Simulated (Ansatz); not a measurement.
Re:
```xyz
8
Lattice="2.7590 0.0000 0.0000 -1.3795 2.3894 0.0000 0.0000 0.0000 17.8319" Properties=species:S:1:pos:R:3 pbc="T T T"
Re     0.0000     0.0000    11.1454
Re     0.0000     1.5929    13.3653
Re     0.0000     0.0000    15.6016
Re     0.0000     1.5929     0.0000
Re     0.0000     0.0000     2.2302
Re     0.0000     1.5929     4.4665
Re     0.0000     0.0000     6.6864
Re     1.3795     0.7965     8.9159
```

Relaxed with DFT-r²SCAN in the program Ansatz with PAW potentials. Indices refer to the conventional cell of P-6m2, a = 2.759 Å, b = 2.759 Å, c = 17.832 Å, α = 90.00°, β = 90.00°, γ = 120.00°.

Question: Simulate the powder diffraction pattern (Cu Kα, λ = 1.54184 Å; lines above 1 %) up to 2θ = 90°.

Answer: Simulated powder pattern, Cu Kα, λ = 1.54184 Å (kinematic, ideal powder, no thermal factors, no anomalous dispersion; the 30 strongest lines at most, above 1 %, up to 2θ = 90°):

| 2θ (°) | d (Å) | I/Imax (%) | hkl |
|---|---|---|---|
| 37.65 | 2.389 | 13 | (1 0 -1 0) |
| 38.00 | 2.368 | 11 | (1 0 -1 1) |
| 39.03 | 2.308 | 10.0 | (1 0 -1 2) |
| 40.47 | 2.229 | 32 | (0008) |
| 40.70 | 2.217 | 9.1 | (1 0 -1 3) |
| 42.95 | 2.106 | 100 | (1 0 -1 4) |
| 45.71 | 1.985 | 6.3 | (1 0 -1 5) |
| 48.91 | 1.862 | 5.3 | (1 0 -1 6) |
| 52.51 | 1.743 | 4.5 | (1 0 -1 7) |
| 56.46 | 1.630 | 8.2 | (1 0 -1 8) |
| 60.72 | 1.525 | 2.7 | (1 0 -1 9) |
| 65.29 | 1.429 | 2.3 | (1 0 -1 10) |
| 67.95 | 1.379 | 22 | (1 1 -2 0) |
| 70.15 | 1.341 | 2.0 | (1 0 -1 11) |
| 75.31 | 1.262 | 20 | (1 0 -1 12) |
| 80.38 | 1.195 | 1.5 | (2 0 -2 0) |
| 80.59 | 1.192 | 1.3 | (2 0 -2 1) |
| 80.79 | 1.190 | 1.2 | (1 0 -1 13) |
| 81.24 | 1.184 | 1.3 | (2 0 -2 2) |
| 82.17 | 1.173 | 27 | (1 1 -2 8) |
| 82.33 | 1.171 | 1.3 | (2 0 -2 3) |
| 83.84 | 1.154 | 15 | (2 0 -2 4) |
| 85.77 | 1.133 | 1.1 | (2 0 -2 5) |
| 86.61 | 1.124 | 1.1 | (1 0 -1 14) |
| 87.53 | 1.114 | 3.9 | (0 0 0 16) |
| 88.13 | 1.108 | 1.1 | (2 0 -2 6) |

The start of the workflow was typed in or built on a structure type; neither database checked (COD, Materials Project) lists it. It is not the phase usual at ambient conditions (space group No. 194). The cell was relaxed with r²SCAN under the symmetry of its start; its stability against distortions is not shown here. No spin polarisation was allowed. Axis ratios of metals converge slowly with the k-mesh, so a and c are less sure than the volume. Spin–orbit coupling is left out wherever it is not named.

Potentials: the earlier of the program's two PAW sets.
